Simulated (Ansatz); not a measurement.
The cell was built from the CdI2 type and relaxed in the same program, and has space group P-3m1; it needn't be a known or the stable phase.

CuH₂: DFT, PBE, all-electron PAW with datasets made for the crystal, scalar-relativistic (Ansatz 0.2.0).

Command: `ansatz run input.yaml --threads 1 --pin off --max-ram 3072MiB --backend cpu --events-out ev --progress --plain --runs-dir out` The run took 20 s on 1 thread of Arm Neoverse V2, with other jobs on the host.

```yaml
crystal:
  lattice:
    - [2.5576488808, 0.0, 0.0]
    - [-1.2788244404, 2.2149889047, 0.0]
    - [0.0, 0.0, 4.8725133106]
  atoms:
    - { symbol: Cu, position: [0.0, 0.0, 0.0] }
    - { symbol: H, position: [0.3333333333, 0.6666666667, 0.1996021845] }
    - { symbol: H, position: [0.6666666667, 0.3333333333, 0.8003978155] }
kpoints:
  mp_grid: { grid: [14, 14, 8] }
  band_path:
    path:
      - [0.0, 0.0, 0.0]
      - [0.5, 0.0, 0.0]
      - [0.3333333333, 0.3333333333, 0.0]
      - [0.0, 0.0, 0.0]
      - [0.0, 0.0, 0.5]
      - [0.5, 0.0, 0.5]
      - [0.3333333333, 0.3333333333, 0.5]
      - [0.0, 0.0, 0.5]
      - [0.5, 0.0, 0.5]
    npoints: 8
scf:
  occupations: { method: fermi_dirac, width: 0.05 }
hamiltonian:
  xc: pbe
  pseudopotentials: { kind: all_electron, datasets: crystal }
output:
  forces: true
  stress: true
  eigenvalues: true
  efg: { contact_densities: true }
```

Output:

```
hamiltonian.pseudopotentials.datasets: crystal makes datasets for this crystal and solves the spheres of its atoms anew in each pass: cutoff 400.0 eV, the density's 1600.0 eV; for an error of 0.50 meV an atom under PBE, 1.5 meV for the cell; an energy difference from a run of another recipe may be off by several times the error for the cell, under r2SCAN by more, where some 0.1 meV an atom stays at smaller errors; H in spheres of 0.609 Å, 1 of its electrons in bands; Cu in spheres of 1.154 Å, 11 of its electrons in bands, 8 on its site; only band paths and densities of states list, in semicore columns, the levels of the semicore shells that are solved separately: 3s of Cu, 3p of Cu
Engine: ansatz 0.2.0
Pseudopotentials: kind: all_electron
Pseudopotential: Cu, paw, valence charge 19, recommended cutoff 400 eV (normal), Koelling and Harmon's equation, gaussian nucleus
Pseudopotential: H, paw, valence charge 1, recommended cutoff 400 eV (normal), Koelling and Harmon's equation, gaussian nucleus
Functional definition: PBE
  parameter kappa = 0.804
  parameter beta = 0.06672455060314922
  exchange = pbe_x(kappa = kappa, mu = beta*pi^2/3)
  correlation = pbe_c(beta = beta)
Crystal: 3 atoms, lattice volume = 27.604 Å³
Basis set: ecut = 400 eV, 489 PW (Γ), exchange–correlation on 36×36×64 points (8 copies of the dense FFT grid, shifted against one another)
Bands: 11, of which v1, the nominal top of the filled ones, is band 7 counted from 1 (6 counted from 0)
Symmetry: 12 space group operations
Space group: P-3m1 (ITA 164), of the structure as read, at distance tolerance 3.0e-5 Å
k-points: 168 of 1568
Non-local potential: Cu, projectors of the file, l = 0: 1, l = 1: 1, l = 2: 2
Non-local potential: H, projectors of the file, l = 0: 1, l = 1: 1
PAW form: soft (Blöchl's): semilocal exchange-correlation on the pseudo side does not see the compensation charge
PAW one-centre angular grid: Cu, 590 points (default); XC on its mesh's 1867 points in the sphere
PAW one-centre angular grid: H, 110 points (default); XC on its mesh's 1993 points in the sphere
Initial density: superposition of atomic densities (neutral atoms: chi_scale 0, normalization atom)
Initial wavefunctions: pseudopotential atomic-orbital guess
Functional: x = pbe(κ = 0.804, μ = 0.2195149727645171), c = pbe(β = 0.06672455060314922)
iter 1 solved again at ethr=6.32e-2 eV; its pass at ethr=1.00e-1 eV (dr2=8.21e0 eV) is discarded
SCF iter   1: F=—  HF=-45066.953721 eV  |F-HF|=—  |Δ(HF+E_count)|=         —  Δρ=1.86e-1  dr2=8.21e0  ethr=6.32e-2  ⟨swp⟩=2.0  Hψ=10845  notcnv=0
preconditioner: auto → LDOS  [metal: Δε(μ)=0.056 eV  Ē_g=11.046 eV  σ=0.050 eV  W_gap=0.26  n_scr=2 (ndim 8)  ℏωp=25.5 eV  f_vac=0.110  D(μ)=0.57/eV (n_scr^D=2)  β→1.0]
SCF iter   2: F=—  HF=-45065.612204 eV  |F-HF|=—  |Δ(HF+E_count)|=    1.34e0  Δρ=8.21e-2  dr2=1.11e0  ethr=6.31e-2  ⟨swp⟩=3.0  Hψ=4276  notcnv=0
SCF iter   3: F=—  HF=-45065.331009 eV  |F-HF|=—  |Δ(HF+E_count)|=   2.81e-1  Δρ=4.99e-2  dr2=5.63e-1  ethr=8.54e-3  ⟨swp⟩=3.0  Hψ=5277  notcnv=0  defer=5
iter 4 solved again at ethr=1.45e-5 eV; its pass at ethr=4.33e-3 eV (dr2=1.89e-3 eV) is discarded
SCF iter   4: F=—  HF=-45065.111930 eV  |F-HF|=—  |Δ(HF+E_count)|=   2.19e-1  Δρ=2.68e-3  dr2=1.85e-3  ethr=1.45e-5  ⟨swp⟩=3.2  Hψ=9479  notcnv=0  defer=12
SCF iter   5: F=—  HF=-45065.112559 eV  |F-HF|=—  |Δ(HF+E_count)|=   6.29e-4  Δρ=3.01e-3  dr2=1.92e-3  ethr=1.42e-5  ⟨swp⟩=3.0  Hψ=3920  notcnv=0  defer=6
SCF iter   6: F=—  HF=-45065.111826 eV  |F-HF|=—  |Δ(HF+E_count)|=   7.33e-4  Δρ=5.23e-4  dr2=7.02e-5  ethr=1.42e-5  ⟨swp⟩=2.6  Hψ=3233  notcnv=0  defer=3
SCF iter   7: F=—  HF=-45065.111809 eV  |F-HF|=—  |Δ(HF+E_count)|=   1.67e-5  Δρ=1.29e-4  dr2=4.22e-6  ethr=5.40e-7  ⟨swp⟩=2.5  Hψ=4309  notcnv=0  defer=2
SCF iter   8: F=-45065.111816 eV  HF=-45065.111815 eV  |F-HF|=2.62e-7  |Δ(HF+E_count)|=   6.15e-6  Δρ=2.22e-5  dr2=2.42e-8  ethr=3.24e-8  ⟨swp⟩=3.0  Hψ=3418  notcnv=0  defer=1
SCF 1 converged in 8 iterations: F = -45065.111810 eV  dr2 = 2.42e-8
  Residual-converged pass: ⟨swp⟩=4.0  Hψ=4638  notcnv=0  max |occ|·‖R‖ = 6.1e-6 eV (tolerance 6.5e-6 eV)  dr2=2.42e-8  dr2_onsite=1.60e-8  max |Δocc| = 6.1e-9
  greatest PAW one-centre occupation: 0.927 electrons in one spin orbital (limit 2), on the Cu atom at site 0 (counted from 0), in its partial waves of l = 2
NSCF: frozen V_eff on 65 k-points
SCF converged after 8 iterations
Free energy (F): -45065.111810 eV
Harris-Foulkes:  -45065.111809 eV  (|F-HF|=2.62e-7)
Internal energy: -45065.108214 eV  (E = F + TS)
E sigma→0 (E₀):  -45065.110012 eV
Entropy (-TS):   -0.003596 eV (-1.199 meV/atom)
Past the cutoff: the bands carry plane waves up to 1.75 times it, of which those up to 1.5 times it add -0.000149 eV an atom, each by itself; the spheres take 0.000132 eV an atom off the energy for waves past 1.75 times it
By the cutoff:   a pressure is off by up to 0.007 GPa (1.2 times the spheres' own share and the shells' term, over an atom's volume, and 0.004 GPa: a bound that held against runs at twice the plane waves)
Past the cutoffs: a stress includes 0.0024 GPa for waves and charges beyond them, in addition to the slope of what the spheres take
In the spheres:  the bands' charges fall short by 7.9e-7 e at most (sound up to 1e-3), those of shells solved beside the bands by 6.4e-8 e (sound up to 5e-4)
Fermi energy:    6.459023 eV
--- Per-component energies (eV) ---
  The terms above E_closure are by the made datasets' own strengths, without shells solved beside the bands.
--- Forces (eV/Å), atoms counted from 1 ---
  atom   1  Cu     0.00000000    -0.00000000     0.00000000
  atom   2  H      0.00000000    -0.00000000     0.00097861
  atom   3  H      0.00000000     0.00000000    -0.00097861
  max |Σ_I F_I| component: 6.47e-32 eV/Å
--- Stress (GPa, compression-positive) ---
        0.010388       0.000000      -0.000000
       -0.000000       0.010388       0.000000
       -0.000000       0.000000       0.019500
  P = ⅓ Tr σ = 0.0134 GPa (0.134 kbar)
  It holds what live shells' own plane waves past their cutoff add
--- PAW observables at the nuclei: V_zz in 10²¹ V/m², potentials from the cell's mean, atoms counted from 1 ---
  atom   1  Cu V_zz =    -1.331749   η = 0.0000   by run symmetry: allowed
            electrostatic potential = -3750.323423 V   contact ρ = 147626.039792 e/Å³
  atom   2  H  V_zz =    -0.064568   η = 0.0000   by run symmetry: allowed
            electrostatic potential = -39.058935 V   contact ρ = 2.614121 e/Å³
  atom   3  H  V_zz =    -0.064568   η = 0.0000   by run symmetry: allowed
            electrostatic potential = -39.058935 V   contact ρ = 2.614121 e/Å³
--- Band table (eV; the first three rows and the last of 168) ---
  k-point 0: bands = ["-4.4115", "1.1816", "1.8990", "2.2310", "2.2310", "3.1647", "3.1647", "9.9162", "21.1523"]
  k-point 1: bands = ["-4.3863", "1.0216", "1.9603", "2.2311", "2.2311", "3.1646", "3.1646", "10.2256", "19.9852"]
  k-point 2: bands = ["-4.3232", "0.7032", "2.0477", "2.2311", "2.2311", "3.1644", "3.1644", "11.0857", "18.2212"]
  k-point 167: bands = ["0.1408", "0.4423", "2.0455", "2.3480", "3.0101", "5.8398", "6.8362", "11.0918", "12.6064"]
```
